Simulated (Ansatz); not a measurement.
## One relaxed cell of Ta$_{2}$Cd$_{2}$O$_{7}$ at several levels

A database entry relaxed whole under r2SCAN at zero pressure (Fd-3m, No. 227):

```
CELL_PARAMETERS angstrom
0.00000 5.19516 5.19516
5.19516 0.00000 5.19516
5.19516 5.19516 0.00000
ATOMIC_POSITIONS crystal
Ta 0.12500 0.12500 0.12500
Ta 0.62500 0.12500 0.12500
Ta 0.12500 0.12500 0.62500
Ta 0.12500 0.62500 0.12500
Cd 0.62500 0.62500 0.62500
Cd 0.12500 0.62500 0.62500
Cd 0.62500 0.62500 0.12500
Cd 0.62500 0.12500 0.62500
O 0.50000 0.50000 0.50000
O 0.75000 0.75000 0.75000
O 0.80712 0.19288 0.19288
O 0.44288 0.05712 0.44288
O 0.19288 0.80712 0.80712
O 0.05712 0.44288 0.05712
O 0.19288 0.80712 0.19288
O 0.44288 0.44288 0.05712
O 0.80712 0.19288 0.80712
O 0.05712 0.05712 0.44288
O 0.44288 0.05712 0.05712
O 0.19288 0.19288 0.80712
O 0.05712 0.44288 0.44288
O 0.80712 0.80712 0.19288
```

Its volume is 12.75 Å³ an atom, +0.3 % against the entry's 12.71, which is old or was flagged in a check.

Single points on this cell with plane-wave PAW DFT (Ansatz 0.2.0; r2SCAN 500 eV, hybrids 420 eV; fermi-dirac occupations of width 0.020 eV; no moments): r2SCAN on a 6×6×6 Γ-centred mesh; r2SCAN with spin-orbit coupling on a 6×6×6 Γ-centred mesh; HSE06 on a 4×4×4 Γ-centred mesh; PBE0 on a 4×4×4 Γ-centred mesh.

Task: How do gap, pressure and charges move from level to level?

Result: The runs give:

```csv
level,"gap (eV), or kind",pressure (GPa),Bader charge of Ta (e),Bader charge of Cd (e),Bader charge of O (e)
r2SCAN,2.65,0.0,+3.08,+1.36,-1.27
r2SCAN with spin-orbit coupling,2.63,-0.2,+3.08,+1.36,-1.27
HSE06,3.64,-0.4,+3.14,+1.39,-1.29
PBE0,4.36,-0.5,+3.14,+1.39,-1.29
```

Under r2SCAN the gap is 2.65 eV, over mesh and band path. HSE06 moves it by +0.99 eV and PBE0 by +1.71 eV; PBE0 keeps its exact exchange at long range, which widens the gap over HSE06's by 0.72 eV on their common mesh. Spin-orbit coupling moves the r2SCAN gap by -0.02 eV. The charge on Ta goes from +3.08 to +3.14 e under HSE06.

Caveats: the relaxation kept the start's symmetry; HSE06 is read on its mesh and at the zone's corners, PBE0 on its mesh alone; hybrid pressures are good to a few tenths of a GPa; pressure is positive in compression.
